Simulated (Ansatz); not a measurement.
YHSe:
```
YHSe
1.0
    3.76374     0.00000     0.00000
   -1.88187     3.25949     0.00000
    0.00000     0.00000     3.81462
Y H Se
1 1 1
Cartesian
  0.00000   0.00000   0.00000
  0.00000   2.17299   0.00000
  1.88187   1.08650   1.90731
```

x, y and z are the axes in which the lattice vectors are written.

Give the proper piezoelectric stress tensor with relaxed ions from LDA (plane waves, PAW; program Ansatz).

In C/m², rows x, y, z, Voigt columns; mesh uncertainty up to 0.00.
```
 0.00   0.00   0.00   0.00   0.00  -0.35
-0.35   0.35   0.00   0.00   0.00   0.00
 0.00   0.00   0.00   0.00   0.00   0.00
```

The elastic tensor of the same run (GPa):

```
 194  54.2  42.9   0.0   0.0   0.0
54.2   194  42.9   0.0   0.0   0.0
42.9  42.9   202   0.0   0.0   0.0
 0.0   0.0   0.0  77.7   0.0   0.0
 0.0   0.0   0.0   0.0  77.7   0.0
 0.0   0.0   0.0   0.0   0.0  69.9
```

Convert to strain constants d = e·S.

In pC/N:
```
 0.0   0.0   0.0   0.0   0.0  -5.1
-2.5   2.5   0.0   0.0   0.0   0.0
 0.0   0.0   0.0   0.0   0.0   0.0
```

Space group P-6m2. The workflow started from a Materials Project entry (that database holds measured and hypothetical structures alike); the Crystallography Open Database copy checked does not list it. Whether it is the stable phase at ambient conditions was not checked. The cell was relaxed with LDA under the symmetry of its start; phonons on a q-mesh show no instability. No spin polarisation was allowed.

Potentials: the later of the program's two PAW sets.
